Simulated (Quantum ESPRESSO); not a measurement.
Mg2GaS3Cl, input and log of a self-consistent run

Computed values, not a measurement. The program is pw.x of Quantum ESPRESSO 7.5 (plane-wave density functional theory). The cell is made up: 7 atoms on a zincblende/diamond lattice with one site empty, with randomly drawn elements, strain and displacements, not relaxed. PseudoDojo standard norm-conserving files (v0.5 for PBE, v0.4.1 for LDA and PBEsol) set the functional; there is no spin polarisation, spin-orbit coupling or dispersion term, and the masses in the input are unused placeholders.

Input:

```
&control calculation='scf', pseudo_dir='./dojo.nc.sr.pbe.v0_5.standard.upf', outdir='./o', disk_io='medium', tprnfor=.true., tstress=.true. /
&system ibrav=0, nat=7, ntyp=4, nbnd=35, ecutwfc=84.00895049, nosym=.true., tot_charge=0,
 occupations='smearing', smearing='fd', degauss=0.0018374661
/
&electrons conv_thr=7.350e-09, electron_maxstep=60, /
ATOMIC_SPECIES
Cl 1.0 Cl.upf
Ga 1.0 Ga.upf
Mg 1.0 Mg.upf
S 1.0 S.upf
CELL_PARAMETERS angstrom
5.5489 0.0173 0.0784
0.0173 5.5304 -0.0522
0.0784 -0.0522 5.4896
ATOMIC_POSITIONS angstrom
Mg -0.026 3.0331 2.6647
Ga 2.7957 0.0256 2.8611
Mg 2.6767 2.9085 0.0897
S 1.3118 1.5651 1.4983
S 1.5265 3.9714 4.1568
Cl 4.2246 1.3744 4.1794
S 4.2122 4.0985 1.4458
K_POINTS automatic
4 4 4 1 1 1
```

The log is shortened where brackets say so; the opening notice, blank lines, dates and the lines on written files are dropped, and the path of the files is cut. It prints rydbergs, bohrs and kilobars, and counts compression as positive stress. With no partly filled state, the Fermi energy that it prints is only some level between the filled and the empty states on the mesh, and need not lie in the true gap.

```
     Program PWSCF v.7.5
     Parallel version (MPI & OpenMP), running on       1 processor cores
     Number of MPI processes:                 1
     Threads/MPI process:                     1
     [start-up lines left out]
     bravais-lattice index     =            0
     lattice parameter (alat)  =      10.4870  a.u.
     unit-cell volume          =    1136.5002 (a.u.)^3
     number of atoms/cell      =            7
     number of atomic types    =            4
     number of electrons       =        58.00
     number of Kohn-Sham states=           35
     kinetic-energy cutoff     =      84.0090  Ry
     charge density cutoff     =     336.0358  Ry
     scf convergence threshold =      7.3E-09
     mixing beta               =       0.7000
     number of iterations used =            8  plain     mixing
     Exchange-correlation= PBE
                           (   1   4   3   4   0   0   0)
     [axes and pseudopotential details left out]
   Cartesian axes
     site n.     atom                  positions (alat units)
         1        Mg     tau(   1) = (  -0.0046851   0.5465556   0.4801710  )
         2        Ga     tau(   2) = (   0.5037769   0.0046130   0.5155617  )
         3        Mg     tau(   3) = (   0.4823334   0.5241031   0.0161637  )
         4        S      tau(   4) = (   0.2363825   0.2820264   0.2699892  )
         5        S      tau(   5) = (   0.2750708   0.7156345   0.7490430  )
         6        Cl     tau(   6) = (   0.7612604   0.2476628   0.7531155  )
         7        S      tau(   7) = (   0.7590260   0.7385376   0.2605289  )
     number of k points=    32  Fermi-Dirac smearing, width (Ry)=  0.0018
                       cart. coord. in units 2pi/alat
        k(    1) = (   0.1228420   0.1262345   0.1258095), wk =   0.0625000
        k(    2) = (   0.1192627   0.1286318   0.3786104), wk =   0.0625000
     [further k points left out]
     Dense  grid:   118291 G-vectors     FFT dimensions: (  64,  64,  64)
     Estimated max dynamical RAM per process >     147.55 MB
     Initial potential from superposition of free atoms
     starting charge      57.9956, renormalised to      58.0000
     Starting wfcs are   35 randomized atomic wfcs
     total cpu time spent up to now is       10.4 secs
     per-process dynamical memory:   104.6 Mb
     Self-consistent Calculation
     iteration #  1     ecut=    84.01 Ry     beta= 0.70
     Davidson diagonalization with overlap
     ethr =  1.00E-02,  avg # of iterations =  5.5
     Threshold (ethr) on eigenvalues was too large:
     Diagonalizing with lowered threshold
     Davidson diagonalization with overlap
     ethr =  9.11E-04,  avg # of iterations =  1.0
     total cpu time spent up to now is       66.6 secs
     total energy              =    -489.62575778 Ry
     estimated scf accuracy    <       0.51631794 Ry
     iteration #  2     ecut=    84.01 Ry     beta= 0.70
     Davidson diagonalization with overlap
     ethr =  8.90E-04,  avg # of iterations =  2.7
     total cpu time spent up to now is      100.1 secs
     total energy              =    -489.72981439 Ry
     estimated scf accuracy    <       0.35629432 Ry
     iteration #  3     ecut=    84.01 Ry     beta= 0.70
     Davidson diagonalization with overlap
     ethr =  6.14E-04,  avg # of iterations =  2.0
     total cpu time spent up to now is      126.3 secs
     total energy              =    -489.81284426 Ry
     estimated scf accuracy    <       0.02199923 Ry
     iteration #  4     ecut=    84.01 Ry     beta= 0.70
     Davidson diagonalization with overlap
     ethr =  3.79E-05,  avg # of iterations =  6.2
     total cpu time spent up to now is      159.6 secs
     total energy              =    -489.81761926 Ry
     estimated scf accuracy    <       0.00115129 Ry
     iteration #  5     ecut=    84.01 Ry     beta= 0.70
     Davidson diagonalization with overlap
     ethr =  1.98E-06,  avg # of iterations =  6.9
     total cpu time spent up to now is      201.2 secs
     total energy              =    -489.81780138 Ry
     estimated scf accuracy    <       0.00020334 Ry
     iteration #  6     ecut=    84.01 Ry     beta= 0.70
     Davidson diagonalization with overlap
     ethr =  3.51E-07,  avg # of iterations =  2.0
     total cpu time spent up to now is      228.6 secs
     total energy              =    -489.81784303 Ry
     estimated scf accuracy    <       0.00001465 Ry
     iteration #  7     ecut=    84.01 Ry     beta= 0.70
     Davidson diagonalization with overlap
     ethr =  2.53E-08,  avg # of iterations =  2.0
     total cpu time spent up to now is      257.4 secs
     total energy              =    -489.81784700 Ry
     estimated scf accuracy    <       0.00000139 Ry
     iteration #  8     ecut=    84.01 Ry     beta= 0.70
     Davidson diagonalization with overlap
     ethr =  2.40E-09,  avg # of iterations =  3.3
     total cpu time spent up to now is      287.0 secs
     total energy              =    -489.81784740 Ry
     estimated scf accuracy    <       0.00000044 Ry
     iteration #  9     ecut=    84.01 Ry     beta= 0.70
     Davidson diagonalization with overlap
     ethr =  7.67E-10,  avg # of iterations =  2.0
     total cpu time spent up to now is      313.6 secs
     total energy              =    -489.81784750 Ry
     estimated scf accuracy    <       0.00000002 Ry
     iteration # 10     ecut=    84.01 Ry     beta= 0.70
     Davidson diagonalization with overlap
     ethr =  3.13E-11,  avg # of iterations =  3.8
     total cpu time spent up to now is      353.6 secs
     total energy              =    -489.81784751 Ry
     estimated scf accuracy    <          9.2E-09 Ry
     iteration # 11     ecut=    84.01 Ry     beta= 0.70
     Davidson diagonalization with overlap
     ethr =  1.58E-11,  avg # of iterations =  2.0
     total cpu time spent up to now is      384.3 secs
     End of self-consistent calculation
          k = 0.1228 0.1262 0.1258 ( 14765 PWs)   bands (ev):
   -70.8027 -70.6845 -37.6392 -37.5872 -37.5607 -37.5366 -37.4829 -37.4495
   -12.2472 -11.0870 -11.0665 -11.0240 -10.9946 -10.9515  -8.2451  -7.4822
    -7.1689  -2.4230  -0.8188  -0.3253  -0.0740   0.8445   1.4023   1.4726
     1.8895   2.4017   2.5308   3.1478   3.4787   5.0685   6.9947   7.5110
     7.7684   8.3656   9.7086
     [levels at the other k points left out]
     the Fermi energy is     4.4852 ev
!    total energy              =    -489.81784751 Ry
     estimated scf accuracy    <          3.7E-10 Ry
     smearing contrib. (-TS)   =      -0.00000000 Ry
     internal energy E=F+TS    =    -489.81784751 Ry
     The total energy is F=E-TS. E is the sum of the following terms:
     one-electron contribution =    -327.59949669 Ry
     hartree contribution      =     178.40314909 Ry
     xc contribution           =    -101.62813193 Ry
     ewald contribution        =    -238.99336798 Ry
     convergence has been achieved in  11 iterations
     Forces acting on atoms (cartesian axes, Ry/au):
     atom    1 type  3   force =     0.05206773   -0.04868571    0.07120301
     atom    2 type  2   force =    -0.04485179   -0.02690347   -0.03905070
     atom    3 type  3   force =     0.03298227   -0.03930940    0.04464628
     atom    4 type  4   force =     0.04698842   -0.08429897    0.00649528
     atom    5 type  4   force =    -0.01263513    0.10109504   -0.04643646
     atom    6 type  1   force =     0.00134032   -0.00994017    0.00539854
     atom    7 type  4   force =    -0.07589182    0.10804268   -0.04225595
     Total force =     0.245517     Total SCF correction =     0.000047
     Computing stress (Cartesian axis) and pressure
          total   stress  (Ry/bohr**3)                   (kbar)     P=       31.75
   0.00026331  -0.00008590   0.00023377           38.73      -12.64       34.39
  -0.00008590   0.00006481   0.00000068          -12.64        9.53        0.10
   0.00023377   0.00000068   0.00031937           34.39        0.10       46.98
     init_run     :      9.77s CPU     10.27s WALL (       1 calls)
     electrons    :    353.38s CPU    373.89s WALL (       1 calls)
     forces       :      4.27s CPU      4.32s WALL (       1 calls)
     stress       :     15.96s CPU     16.09s WALL (       1 calls)
     [timing details left out]
     PWSCF        :   6m23.66s CPU   6m45.07s WALL
     JOB DONE.
```

In other units: free energy -6664.311 eV for the cell, pressure 3.18 GPa, largest force component 2.778 eV/Å. A rerun of this cell at 1437 eV and a 6 x 6 x 6 mesh moved values by no more than 0.002 eV in energy, 0.02 GPa in stress and 0.006 eV/Å in force.